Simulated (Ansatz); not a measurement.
Relaxed-ion elastic tensor of CsNaTiO$_{3}$ in space group Cmcm (No. 63; Pearson symbol oS24) in GPa (Voigt order), LDA (plane waves, PAW; program Ansatz); density 4.70 g/cm³, 14.81 Å³ per atom.

```
 155  33.9  29.1   0.0   0.0   0.0
33.9  88.2  46.3   0.0   0.0   0.0
29.1  46.3   238   0.0   0.0   0.0
 0.0   0.0   0.0  28.7   0.0   0.0
 0.0   0.0   0.0   0.0   8.6   0.0
 0.0   0.0   0.0   0.0   0.0  20.3
```

Problem. Is the crystal mechanically stable?

Solution. Yes: the smallest eigenvalue of C is 8.6 GPa.

Problem. Work out the Voigt, Reuss and Hill averages.

Solution. K_V = 77.7, K_R = 67.2, K_H = 72.5; G_V = 36.3, G_R = 20.7, G_H = 28.5 GPa.

Problem. Give Young's modulus, Poisson's ratio, Pugh's ratio and the universal anisotropy index.

Solution. E = 9KG/(3K + G) = 75.5 GPa; ν = 0.33; K/G = 2.54 (ductile by the Pugh limit of 1.75); A_U = 5G_V/G_R + K_V/K_R − 6 = 3.92.

Problem. Estimate the sound speeds and the Debye temperature.

Solution. v_l = √((K + 4G/3)/ρ) = 4850 m/s, v_t = √(G/ρ) = 2460 m/s, mean 2760 m/s; Θ = (h/k)(3n/4πV)^(1/3) v_m = 334 K.

Problem. How much does each axis shrink under pressure?

Solution. Linear compressibilities β_i = Σ_j S_ij (j = 1 to 3): x 4.2, y 8.7, z 2.0 per TPa.

The workflow started from a Materials Project entry (that database holds measured and hypothetical structures alike); the Crystallography Open Database copy checked does not list it. Whether it is the stable phase at ambient conditions was not checked. Symmetry was held in the LDA relaxation; of distortions, only those at the zone centre were tested. No spin polarisation was allowed. Scalar-relativistic: spin–orbit coupling is off unless named, which matters more the heavier the elements.

Potentials: the later of the program's two PAW sets.
